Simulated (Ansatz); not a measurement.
FeO:
```cif
data_FeO
_chemical_formula_sum 'Fe1 O1'
_space_group_name_H-M_alt 'P 1'
_space_group_IT_number 1
_cell_length_a 3.01512
_cell_length_b 3.01512
_cell_length_c 3.01512
_cell_angle_alpha 60.000
_cell_angle_beta 60.000
_cell_angle_gamma 60.000
loop_
_space_group_symop_operation_xyz
  'x, y, z'
loop_
_atom_site_label
_atom_site_type_symbol
_atom_site_fract_x
_atom_site_fract_y
_atom_site_fract_z
_atom_site_occupancy
Fe1 Fe 0.00000 0.00000 0.00000 1
O1 O 0.50000 0.50000 0.50000 1
```
Starting moments (μB, in the order of the atoms Fe O): 3.6 0.4.

Relaxed with r²SCAN.

Task: Tabulate the valence density and the electron localisation function along the shortest Fe–O contact (2.13 Å), DFT-r²SCAN in the program Ansatz with PAW potentials.

Result: 

| distance from Fe (Å) | density (e/Å³) | ELF |
|---|---|---|
| 0.21 | 26.32 | 0.83 |
| 0.32 | 18.13 | 0.75 |
| 0.43 | 11.06 | 0.65 |
| 0.53 | 6.09 | 0.52 |
| 0.64 | 3.06 | 0.38 |
| 0.75 | 1.40 | 0.24 |
| 0.85 | 0.67 | 0.13 |
| 0.96 | 0.45 | 0.09 |
| 1.07 | 0.42 | 0.12 |
| 1.17 | 0.49 | 0.31 |
| 1.28 | 0.69 | 0.59 |
| 1.39 | 1.04 | 0.76 |
| 1.49 | 1.65 | 0.82 |
| 1.60 | 2.67 | 0.81 |
| 1.71 | 4.07 | 0.76 |
| 1.81 | 5.53 | 0.64 |
| 1.92 | 6.69 | 0.45 |

The density is the valence pseudo-density with augmentation charge, so density and ELF within about 1 Å of a nucleus are not all-electron values.

Space group Fm-3m (rock salt). Symmetry was held in the r²SCAN relaxation. The final state is ferromagnetic, the only order run, not a proven ground state. The cell computed holds one magnetic atom, so no antiferromagnetic order was within reach. Textbook magnetic order: antiferromagnetic. Other orbital occupations within this spin state were not tried. No Hubbard U is applied. For itinerant 3d metals, meta-GGAs of the SCAN family and hybrids are commonly reported to give too large moments.

Potentials: the later of the program's two PAW sets.
